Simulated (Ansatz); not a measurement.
LaTe, DFT, LDA, PAW with Ansatz's default frozen-core files, scalar-relativistic (Ansatz 0.2.0), run on 1 thread of Arm Neoverse V1 on a shared host.

The cell is COD entry 1537884, as deposited and not checked against the literature; nothing was relaxed. The listed cell was then made from it by scaling, straining or moving an atom.

Command: `ansatz run input.yaml --threads 1 --pin off --max-ram 3072MiB --backend cpu --events-out ev --progress --plain --runs-dir out`

```yaml
crystal:
  lattice:
    - [0.0, 3.2322655204, 3.2322655204]
    - [3.2322655204, 0.0, 3.2322655204]
    - [3.2322655204, 3.2322655204, 0.0]
  atoms:
    - { symbol: La, position: [0.0, 0.0, 0.0] }
    - { symbol: Te, position: [0.5, 0.5, 0.5] }
kpoints:
  mp_grid: { grid: [10, 10, 10] }
scf:
  occupations: { method: fermi_dirac, width: 0.08 }
hamiltonian:
  xc: lda
  pseudopotentials: { kind: paw }
output:
  forces: true
  stress: true
  eigenvalues: true
  efg: { contact_densities: true }
```

**Question.** How large is the problem that the program sets up?

**Answer.** 47 irreducible k-points, 1363 plane waves at Γ, 18 bands.

**Question.** Estimate the wall time and the peak memory.

**Answer.** 6.3 s of wall time for 6 SCF iterations, with a peak of 0.42 GiB. Times on shared machines scatter by tens of per cent.

**Question.** And the same cell and mesh by all-electron PAW (datasets made for this crystal), asked for forces, stress, eigenvalues, efg, on the same hardware?

**Answer.** 15 s, peak memory 0.57 GiB.
